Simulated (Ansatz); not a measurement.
MnS:
```yaml
crystal:
  lattice:
    - [3.94679, 0.00000, 0.00000]
    - [0.00000, 3.94679, 0.00000]
    - [0.00000, 0.00000, 5.46758]
  atoms:
    - { symbol: Mn, position: [0.00000, 0.00000, 0.00000], spin: 4.5 }
    - { symbol: S, position: [0.00000, 0.50000, 0.25000] }
    - { symbol: Mn, position: [0.50000, 0.50000, 0.50000], spin: -4.5 }
    - { symbol: S, position: [0.50000, 0.00000, 0.75000] }
```

Relaxed with r²SCAN. Special points in fractions of this cell's reciprocal vectors: Γ (0.000, 0.000, 0.000); X (0.000, 0.500, 0.000); M (0.500, 0.500, 0.000); Z (0.000, 0.000, 0.500); R (0.000, 0.500, 0.500); A (0.500, 0.500, 0.500).

### Question
List the band energies nearest the valence-band maximum at these points for the program Ansatz at the r²SCAN level (PAW).

### Answer
In eV from the valence-band maximum; about four levels below and three above (degenerate sets whole), none deeper than 8.9 eV; points with the same levels are listed once.

| k | below | above |
|---|---|---|
| Γ ↑ | -2.13 -0.66 -0.09 -0.09 | 2.54 3.02 3.11 |
| X ↑ | -1.59 -1.46 -0.97 -0.41 | 2.86 3.02 3.21 |
| M ↑ | -1.81 -1.81 -1.81 -1.25 | 2.15 2.15 2.55 |
| Z ↑ | -2.21 -0.72 0.00 0.00 | 2.87 3.01 3.66 |
| R ↑ | -1.56 -1.23 -0.28 -0.16 | 2.85 2.98 3.05 |
| A ↑ | -2.13 -2.13 -1.93 -1.42 | 2.50 2.50 2.99 |

Space group I-4m2. The workflow started from an entry of the Crystallography Open Database (COD); the relaxed space group is not among those it files for this formula. COD files the formula under space group No. 186, 216, 225, so this cell is another polymorph or a model. Its standing as an ambient phase is unchecked. Symmetry was held in the r²SCAN relaxation, as lowered by the spin order; whether a distortion lowers the energy is not shown. The final state is antiferromagnetic, chosen from 3 collinear starts compared on coarse meshes (ties went to the first, and starts can fall back to one state), not a proven ground state. Other orbital occupations within this spin state were not tried. No Hubbard U is applied. Point labels and valley counts follow the cell and symmetry of the run, lower than the named group.

Potentials: the later of the program's two PAW sets.
